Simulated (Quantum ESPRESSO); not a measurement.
Simulation results for Si₂PCN₃ (made-up cell, one site empty), AlSi₂PC₄ (made-up cell), Mg₂AlS₃F (made-up cell, one site empty)

All values are calculated (Quantum ESPRESSO 7.5). Calculation on a made-up crystal cell, not a measurement, with one named mistake planted (healthy values lack it): periodic Kohn-Sham density functional theory in plane waves with PseudoDojo standard norm-conserving scalar-relativistic pseudopotentials, each functional with its own files (v0.5 for PBE, v0.4.1 for LDA and PBEsol), no spin polarisation, no spin-orbit coupling, atoms not relaxed, stress positive in tension, energies less a fixed whole-eV offset for each atom's element; levels are Kohn-Sham levels at fractions of this cell's reciprocal vectors, counted from the reference band (half the neutral cell's valence electrons, rounded up) at Gamma; error bars cover cutoff and k-mesh only, not smearing or the files; each bar is the largest change over components, and at least 0.002 eV, 0.002 eV per angstrom or 0.02 GPa; a charged cell sits in a uniform background, with energy and stress on this program's zero of potential; energies are for the whole cell, and the offsets were chosen from early runs and are not element reference energies; a distance is the largest change of any value in units of its error bar, a scale change is of lengths, and a coarse mesh keeps the half-step shift.

Settings shared by all entries: intended functional pbe; intended fermi dirac smearing 0.025 eV; intended scf tolerance 1e-07 eV; intended electrons removed 0; healthy scf iterations 12; healthy smearing term minus ts 0 eV; structure shown as intended, without the mistake.

```yaml
- entry: 1
  formula: Si2PCN3
  kind: "made-up cell, one site empty"
  intended_structure:
    cell_angstrom:
      - [4.0778, 0.0298, 0.0188]
      - [0.0298, 4.0698, -0.0395]
      - [0.0188, -0.0395, 4.2128]
    atoms_fractional:
      - [Si, 0.01169, -0.0107, 0.00775]
      - [Si, 0.00047, 0.47461, 0.47003]
      - [P, 0.49418, 0.47726, -0.02109]
      - [C, 0.27363, 0.27709, 0.25204]
      - ["N", 0.25198, 0.73524, 0.75916]
      - ["N", 0.74306, 0.26258, 0.76185]
      - ["N", 0.75139, 0.73749, 0.21841]
  given:
    lattice_type: "zincblende/diamond"
    empty_site: 3
    "intended_cutoff [eV]": 1143
    "healthy_free_energy_less_offsets [eV]": 0.731
    "healthy_pressure [GPa]": 5.43
    "healthy_stress_xx [GPa]": -2.2
    "healthy_stress_yy [GPa]": -9.43
    "healthy_stress_zz [GPa]": -4.67
    "healthy_stress_yz [GPa]": -9.08
    "healthy_stress_xz [GPa]": 15.92
    "healthy_stress_xy [GPa]": 9.66
    healthy_reference_band: 16
    fault_kind: "wrong functional"
    fault_functional: lda
    intended_k_mesh: "4 x 4 x 4, shifted by half a step"
    atom_site: [1, 2, 4, 5, 6, 7, 8]
    "atom_energy_offset [eV]": [-115, -115, -189, -163, -283, -283, -283]
    healthy_force_site: [1, 2, 4, 5, 6, 7, 8]
    "healthy_force_x [eV/angstrom]": [-0.109, -2.922, -0.097, 1.552, -0.224, 2.212, -0.411]
    "healthy_force_y [eV/angstrom]": [0.908, 3.779, 2.97, -4.174, -1.239, -1.139, -1.105]
    "healthy_force_z [eV/angstrom]": [-0.265, 3.808, 1.855, -3.6, -0.621, -1.28, 0.103]
    healthy_level_k_point: [Gamma, "(1/2,1/2,1/2)", "(0.15,0,0)", "(0,0.15,0)", "(0,0,0.15)"]
    "healthy_next_band_up [eV]": [1.149, 3.118, 1.465, 1.655, 1.505]
  results:
    "faulty_free_energy_less_offsets [eV]": -2.501
    faulty_scf_iterations: 12
    "faulty_smearing_term_minus_ts [eV]": 0.0
    "faulty_pressure [GPa]": -4.623
    "faulty_stress_xx [GPa]": 8.002
    "faulty_stress_yy [GPa]": 0.4113
    "faulty_stress_zz [GPa]": 5.457
    "faulty_stress_yz [GPa]": -8.941
    "faulty_stress_xz [GPa]": 14.99
    "faulty_stress_xy [GPa]": 8.949
    faulty_force_site: [1, 2, 4, 5, 6, 7, 8]
    "faulty_force_x [eV/angstrom]": [-0.1614, -2.817, 0.001989, 1.332, -0.3411, 2.184, -0.1988]
    "faulty_force_y [eV/angstrom]": [0.7527, 3.708, 2.92, -3.871, -1.405, -0.8469, -1.258]
    "faulty_force_z [eV/angstrom]": [-0.3207, 3.704, 1.751, -3.691, -0.308, -0.9953, -0.1404]
    faulty_reference_band: 16
    faulty_level_k_point: [Gamma, "(1/2,1/2,1/2)", "(0.15,0,0)", "(0,0.15,0)", "(0,0,0.15)"]
    "faulty_next_band_up [eV]": [1.098, 3.089, 1.402, 1.599, 1.457]
    other_mistakes_compared: 7
    "distance_from_healthy [error bars]": 1616.0
    "distance_from_nearest_other_mistake [error bars]": 1560.0
    "healthy_error_bar_energy [eV]": 0.002
    "healthy_error_bar_stress [GPa]": 0.02
    "healthy_error_bar_force [eV/angstrom]": 0.004397
    "healthy_error_bar_next_band_up [eV]": 0.002
- entry: 2
  formula: Si2PCN3
  kind: "made-up cell, one site empty"
  intended_structure:
    cell_angstrom:
      - [4.0778, 0.0298, 0.0188]
      - [0.0298, 4.0698, -0.0395]
      - [0.0188, -0.0395, 4.2128]
    atoms_fractional:
      - [Si, 0.01169, -0.0107, 0.00775]
      - [Si, 0.00047, 0.47461, 0.47003]
      - [P, 0.49418, 0.47726, -0.02109]
      - [C, 0.27363, 0.27709, 0.25204]
      - ["N", 0.25198, 0.73524, 0.75916]
      - ["N", 0.74306, 0.26258, 0.76185]
      - ["N", 0.75139, 0.73749, 0.21841]
  given:
    lattice_type: "zincblende/diamond"
    empty_site: 3
    "intended_cutoff [eV]": 1143
    "healthy_free_energy_less_offsets [eV]": 0.731
    "healthy_pressure [GPa]": 5.43
    "healthy_stress_xx [GPa]": -2.2
    "healthy_stress_yy [GPa]": -9.43
    "healthy_stress_zz [GPa]": -4.67
    "healthy_stress_yz [GPa]": -9.08
    "healthy_stress_xz [GPa]": 15.92
    "healthy_stress_xy [GPa]": 9.66
    healthy_reference_band: 16
    fault_kind: "atoms exchanged"
    fault_first_exchanged_site: 5
    fault_second_exchanged_site: 6
    intended_k_mesh: "4 x 4 x 4, shifted by half a step"
    atom_site: [1, 2, 4, 5, 6, 7, 8]
    "atom_energy_offset [eV]": [-115, -115, -189, -163, -283, -283, -283]
    healthy_force_site: [1, 2, 4, 5, 6, 7, 8]
    "healthy_force_x [eV/angstrom]": [-0.109, -2.922, -0.097, 1.552, -0.224, 2.212, -0.411]
    "healthy_force_y [eV/angstrom]": [0.908, 3.779, 2.97, -4.174, -1.239, -1.139, -1.105]
    "healthy_force_z [eV/angstrom]": [-0.265, 3.808, 1.855, -3.6, -0.621, -1.28, 0.103]
    healthy_level_k_point: [Gamma, "(1/2,1/2,1/2)", "(0.15,0,0)", "(0,0.15,0)", "(0,0,0.15)"]
    "healthy_next_band_up [eV]": [1.149, 3.118, 1.465, 1.655, 1.505]
  results:
    "faulty_free_energy_less_offsets [eV]": 0.9916
    faulty_scf_iterations: 11
    "faulty_smearing_term_minus_ts [eV]": -1.423e-05
    "faulty_pressure [GPa]": 5.128
    "faulty_stress_xx [GPa]": -3.038
    "faulty_stress_yy [GPa]": -8.097
    "faulty_stress_zz [GPa]": -4.25
    "faulty_stress_yz [GPa]": -9.061
    "faulty_stress_xz [GPa]": 14.69
    "faulty_stress_xy [GPa]": 10.36
    faulty_force_site: [1, 2, 4, 5, 6, 7, 8]
    "faulty_force_x [eV/angstrom]": [-0.5667, -1.553, -0.2684, 0.3317, 0.4582, 2.121, -0.5224]
    "faulty_force_y [eV/angstrom]": [0.422, 4.306, 4.449, -3.48, -1.618, -2.074, -2.005]
    "faulty_force_z [eV/angstrom]": [-1.141, 4.269, -0.05484, -2.815, -1.216, -0.1177, 1.074]
    faulty_reference_band: 16
    faulty_level_k_point: [Gamma, "(1/2,1/2,1/2)", "(0.15,0,0)", "(0,0.15,0)", "(0,0,0.15)"]
    "faulty_next_band_up [eV]": [0.1783, 2.103, 0.5439, 0.6752, 0.5708]
    other_mistakes_compared: 7
    "distance_from_healthy [error bars]": 507.5
    "distance_from_nearest_other_mistake [error bars]": 506.5
    "healthy_error_bar_energy [eV]": 0.002
    "healthy_error_bar_stress [GPa]": 0.02
    "healthy_error_bar_force [eV/angstrom]": 0.004397
    "healthy_error_bar_next_band_up [eV]": 0.002
- entry: 3
  formula: AlSi2PC4
  kind: "made-up cell"
  intended_structure:
    cell_angstrom:
      - [4.5074, -0.0101, -0.0395]
      - [-0.0101, 4.5418, -0.0387]
      - [-0.0395, -0.0387, 4.4447]
    atoms_fractional:
      - [P, 0.00304, -0.02706, -0.00048]
      - [Si, 0.00427, 0.50093, 0.50819]
      - [Al, 0.50692, 0.03289, 0.4902]
      - [Si, 0.50603, 0.46737, -0.00075]
      - [C, 0.24612, 0.28557, 0.23774]
      - [C, 0.22855, 0.73522, 0.75264]
      - [C, 0.7261, 0.24003, 0.722]
      - [C, 0.76953, 0.73465, 0.23393]
  given:
    lattice_type: "zincblende/diamond"
    "intended_cutoff [eV]": 1116
    "healthy_free_energy_less_offsets [eV]": -0.583
    "healthy_pressure [GPa]": -4.79
    "healthy_stress_xx [GPa]": 4.29
    "healthy_stress_yy [GPa]": 10.29
    "healthy_stress_zz [GPa]": -0.21
    "healthy_stress_yz [GPa]": -7.5
    "healthy_stress_xz [GPa]": -8.85
    "healthy_stress_xy [GPa]": -5.57
    fault_kind: "wide smearing"
    "fault_smearing [eV]": 0.48
    intended_k_mesh: "4 x 4 x 4, shifted by half a step"
    atom_site: [1, 2, 3, 4, 5, 6, 7, 8]
    "atom_energy_offset [eV]": [-189, -115, -64, -115, -163, -163, -163, -163]
    healthy_force_site: [1, 2, 3, 4, 5, 6, 7, 8]
    "healthy_force_x [eV/angstrom]": [-0.268, -1.356, -3.814, 0.215, -1.325, 1.624, 5.551, -0.628]
    "healthy_force_y [eV/angstrom]": [0.618, -0.227, -5.727, 3.025, -3.073, 1.399, 3.3, 0.685]
    "healthy_force_z [eV/angstrom]": [-0.52, -1.25, -3.533, -1.271, 0.213, 1.117, 5.203, 0.041]
  results:
    "faulty_free_energy_less_offsets [eV]": -0.7548
    faulty_scf_iterations: 11
    "faulty_smearing_term_minus_ts [eV]": -0.6147
    "faulty_pressure [GPa]": -4.161
    "faulty_stress_xx [GPa]": 3.659
    "faulty_stress_yy [GPa]": 9.269
    "faulty_stress_zz [GPa]": -0.4459
    "faulty_stress_yz [GPa]": -7.68
    "faulty_stress_xz [GPa]": -8.892
    "faulty_stress_xy [GPa]": -5.935
    faulty_force_site: [1, 2, 3, 4, 5, 6, 7, 8]
    "faulty_force_x [eV/angstrom]": [-0.271, -1.364, -3.778, 0.2794, -1.347, 1.6, 5.501, -0.62]
    "faulty_force_y [eV/angstrom]": [0.7001, -0.3606, -5.597, 2.88, -2.917, 1.33, 3.374, 0.5902]
    "faulty_force_z [eV/angstrom]": [-0.4567, -1.212, -3.522, -1.223, 0.1768, 1.13, 5.119, -0.01256]
    other_mistakes_compared: 7
    "distance_from_healthy [error bars]": 104.5
    "distance_from_nearest_other_mistake [error bars]": 104.5
    "healthy_error_bar_energy [eV]": 0.005884
    "healthy_error_bar_stress [GPa]": 0.06456
    "healthy_error_bar_force [eV/angstrom]": 0.003791
- entry: 4
  formula: AlSi2PC4
  kind: "made-up cell"
  intended_structure:
    cell_angstrom:
      - [4.5074, -0.0101, -0.0395]
      - [-0.0101, 4.5418, -0.0387]
      - [-0.0395, -0.0387, 4.4447]
    atoms_fractional:
      - [P, 0.00304, -0.02706, -0.00048]
      - [Si, 0.00427, 0.50093, 0.50819]
      - [Al, 0.50692, 0.03289, 0.4902]
      - [Si, 0.50603, 0.46737, -0.00075]
      - [C, 0.24612, 0.28557, 0.23774]
      - [C, 0.22855, 0.73522, 0.75264]
      - [C, 0.7261, 0.24003, 0.722]
      - [C, 0.76953, 0.73465, 0.23393]
  given:
    lattice_type: "zincblende/diamond"
    "intended_cutoff [eV]": 1116
    "healthy_free_energy_less_offsets [eV]": -0.583
    "healthy_pressure [GPa]": -4.79
    "healthy_stress_xx [GPa]": 4.29
    "healthy_stress_yy [GPa]": 10.29
    "healthy_stress_zz [GPa]": -0.21
    "healthy_stress_yz [GPa]": -7.5
    "healthy_stress_xz [GPa]": -8.85
    "healthy_stress_xy [GPa]": -5.57
    fault_kind: "wrong functional"
    fault_functional: pbesol
    intended_k_mesh: "4 x 4 x 4, shifted by half a step"
    atom_site: [1, 2, 3, 4, 5, 6, 7, 8]
    "atom_energy_offset [eV]": [-189, -115, -64, -115, -163, -163, -163, -163]
    healthy_force_site: [1, 2, 3, 4, 5, 6, 7, 8]
    "healthy_force_x [eV/angstrom]": [-0.268, -1.356, -3.814, 0.215, -1.325, 1.624, 5.551, -0.628]
    "healthy_force_y [eV/angstrom]": [0.618, -0.227, -5.727, 3.025, -3.073, 1.399, 3.3, 0.685]
    "healthy_force_z [eV/angstrom]": [-0.52, -1.25, -3.533, -1.271, 0.213, 1.117, 5.203, 0.041]
  results:
    "faulty_free_energy_less_offsets [eV]": 1.221
    faulty_scf_iterations: 12
    "faulty_smearing_term_minus_ts [eV]": 0.0
    "faulty_pressure [GPa]": -7.901
    "faulty_stress_xx [GPa]": 7.383
    "faulty_stress_yy [GPa]": 13.37
    "faulty_stress_zz [GPa]": 2.947
    "faulty_stress_yz [GPa]": -7.488
    "faulty_stress_xz [GPa]": -8.808
    "faulty_stress_xy [GPa]": -5.566
    faulty_force_site: [1, 2, 3, 4, 5, 6, 7, 8]
    "faulty_force_x [eV/angstrom]": [-0.2635, -1.356, -3.804, 0.2248, -1.376, 1.574, 5.567, -0.5652]
    "faulty_force_y [eV/angstrom]": [0.6185, -0.2446, -5.701, 2.997, -3.046, 1.406, 3.282, 0.6888]
    "faulty_force_z [eV/angstrom]": [-0.5124, -1.236, -3.524, -1.267, 0.1649, 1.169, 5.215, -0.009586]
    other_mistakes_compared: 7
    "distance_from_healthy [error bars]": 306.7
    "distance_from_nearest_other_mistake [error bars]": 178.0
    "healthy_error_bar_energy [eV]": 0.005884
    "healthy_error_bar_stress [GPa]": 0.06456
    "healthy_error_bar_force [eV/angstrom]": 0.003791
- entry: 5
  formula: AlSi2PC4
  kind: "made-up cell"
  intended_structure:
    cell_angstrom:
      - [4.5074, -0.0101, -0.0395]
      - [-0.0101, 4.5418, -0.0387]
      - [-0.0395, -0.0387, 4.4447]
    atoms_fractional:
      - [P, 0.00304, -0.02706, -0.00048]
      - [Si, 0.00427, 0.50093, 0.50819]
      - [Al, 0.50692, 0.03289, 0.4902]
      - [Si, 0.50603, 0.46737, -0.00075]
      - [C, 0.24612, 0.28557, 0.23774]
      - [C, 0.22855, 0.73522, 0.75264]
      - [C, 0.7261, 0.24003, 0.722]
      - [C, 0.76953, 0.73465, 0.23393]
  given:
    lattice_type: "zincblende/diamond"
    "intended_cutoff [eV]": 1116
    "healthy_free_energy_less_offsets [eV]": -0.583
    "healthy_pressure [GPa]": -4.79
    "healthy_stress_xx [GPa]": 4.29
    "healthy_stress_yy [GPa]": 10.29
    "healthy_stress_zz [GPa]": -0.21
    "healthy_stress_yz [GPa]": -7.5
    "healthy_stress_xz [GPa]": -8.85
    "healthy_stress_xy [GPa]": -5.57
    fault_kind: "atoms exchanged"
    fault_first_exchanged_site: 2
    fault_second_exchanged_site: 3
    intended_k_mesh: "4 x 4 x 4, shifted by half a step"
    atom_site: [1, 2, 3, 4, 5, 6, 7, 8]
    "atom_energy_offset [eV]": [-189, -115, -64, -115, -163, -163, -163, -163]
    healthy_force_site: [1, 2, 3, 4, 5, 6, 7, 8]
    "healthy_force_x [eV/angstrom]": [-0.268, -1.356, -3.814, 0.215, -1.325, 1.624, 5.551, -0.628]
    "healthy_force_y [eV/angstrom]": [0.618, -0.227, -5.727, 3.025, -3.073, 1.399, 3.3, 0.685]
    "healthy_force_z [eV/angstrom]": [-0.52, -1.25, -3.533, -1.271, 0.213, 1.117, 5.203, 0.041]
  results:
    "faulty_free_energy_less_offsets [eV]": -0.2987
    faulty_scf_iterations: 11
    "faulty_smearing_term_minus_ts [eV]": 0.0
    "faulty_pressure [GPa]": -3.398
    "faulty_stress_xx [GPa]": 4.501
    "faulty_stress_yy [GPa]": 8.661
    "faulty_stress_zz [GPa]": -2.97
    "faulty_stress_yz [GPa]": -7.144
    "faulty_stress_xz [GPa]": -6.619
    "faulty_stress_xy [GPa]": -6.107
    faulty_force_site: [1, 2, 3, 4, 5, 6, 7, 8]
    "faulty_force_x [eV/angstrom]": [-0.08381, -1.8, -2.915, 0.124, 0.4484, 3.143, 2.916, -1.832]
    "faulty_force_y [eV/angstrom]": [0.4435, -0.865, -4.569, 3.075, -4.598, 3.254, 0.9685, 2.29]
    "faulty_force_z [eV/angstrom]": [-0.6742, -0.9744, -2.503, -1.447, -0.1795, 2.286, 4.139, -0.6468]
    other_mistakes_compared: 7
    "distance_from_healthy [error bars]": 695.2
    "distance_from_nearest_other_mistake [error bars]": 682.0
    "healthy_error_bar_energy [eV]": 0.005884
    "healthy_error_bar_stress [GPa]": 0.06456
    "healthy_error_bar_force [eV/angstrom]": 0.003791
- entry: 6
  formula: Mg2AlS3F
  kind: "made-up cell, one site empty"
  intended_structure:
    cell_angstrom:
      - [3.9353, -0.0579, 0.021]
      - [-0.1002, 6.7089, -0.0063]
      - [0.0343, -0.0059, 6.2864]
    atoms_fractional:
      - [Al, 0.01062, 0.01173, -0.00623]
      - [Mg, 0.49843, 0.48241, -0.02126]
      - [Mg, 0.47726, 0.17721, 0.49567]
      - [S, 0.00265, -0.00435, 0.383]
      - [F, 0.50602, 0.5184, 0.37324]
      - [S, 0.49215, 0.18104, 0.87654]
      - [S, 0.01707, 0.6742, 0.88527]
  given:
    lattice_type: wurtzite
    empty_site: 4
    "intended_cutoff [eV]": 1143
    "healthy_free_energy_less_offsets [eV]": 9.722
    "healthy_pressure [GPa]": -1.71
    "healthy_stress_xx [GPa]": -0.32
    "healthy_stress_yy [GPa]": 1.02
    "healthy_stress_zz [GPa]": 4.43
    "healthy_stress_yz [GPa]": -2.65
    "healthy_stress_xz [GPa]": -0.18
    "healthy_stress_xy [GPa]": -1.65
    healthy_reference_band: 24
    fault_kind: "wide smearing"
    "fault_smearing [eV]": 0.39
    intended_k_mesh: "5 x 4 x 4, shifted by half a step"
    atom_site: [1, 2, 3, 5, 6, 7, 8]
    "atom_energy_offset [eV]": [-64, -1617, -1617, -302, -677, -302, -302]
    healthy_force_site: [1, 2, 3, 5, 6, 7, 8]
    "healthy_force_x [eV/angstrom]": [-0.431, 0.238, 0.866, -0.886, -0.07, 0.597, -0.315]
    "healthy_force_y [eV/angstrom]": [-2.137, 4.539, 1.556, 0.322, -2.134, -3.365, 1.219]
    "healthy_force_z [eV/angstrom]": [1.766, 2.726, -1.608, -1.577, -0.807, -0.406, -0.093]
    healthy_level_k_point: [Gamma, "(1/2,1/2,1/2)", "(0.15,0,0)", "(0,0.15,0)", "(0,0,0.15)"]
    "healthy_next_band_up [eV]": [1.338, 2.605, 2.18, 1.501, 1.436]
  results:
    "faulty_free_energy_less_offsets [eV]": 9.641
    faulty_scf_iterations: 12
    "faulty_smearing_term_minus_ts [eV]": -0.3175
    "faulty_pressure [GPa]": -1.349
    "faulty_stress_xx [GPa]": -0.886
    "faulty_stress_yy [GPa]": 0.6218
    "faulty_stress_zz [GPa]": 4.312
    "faulty_stress_yz [GPa]": -2.654
    "faulty_stress_xz [GPa]": -0.2151
    "faulty_stress_xy [GPa]": -1.581
    faulty_force_site: [1, 2, 3, 5, 6, 7, 8]
    "faulty_force_x [eV/angstrom]": [-0.424, 0.2311, 0.8598, -0.878, -0.06832, 0.5831, -0.3037]
    "faulty_force_y [eV/angstrom]": [-1.896, 4.397, 1.507, 0.3014, -2.078, -3.369, 1.138]
    "faulty_force_z [eV/angstrom]": [1.61, 2.656, -1.509, -1.52, -0.7987, -0.376, -0.06213]
    faulty_reference_band: 24
    faulty_level_k_point: [Gamma, "(1/2,1/2,1/2)", "(0.15,0,0)", "(0,0.15,0)", "(0,0,0.15)"]
    "faulty_next_band_up [eV]": [1.527, 2.756, 2.365, 1.692, 1.625]
    other_mistakes_compared: 7
    "distance_from_healthy [error bars]": 158.8
    "distance_from_nearest_other_mistake [error bars]": 158.8
    "healthy_error_bar_energy [eV]": 0.002
    "healthy_error_bar_stress [GPa]": 0.02799
    "healthy_error_bar_force [eV/angstrom]": 0.003396
    "healthy_error_bar_next_band_up [eV]": 0.002
```
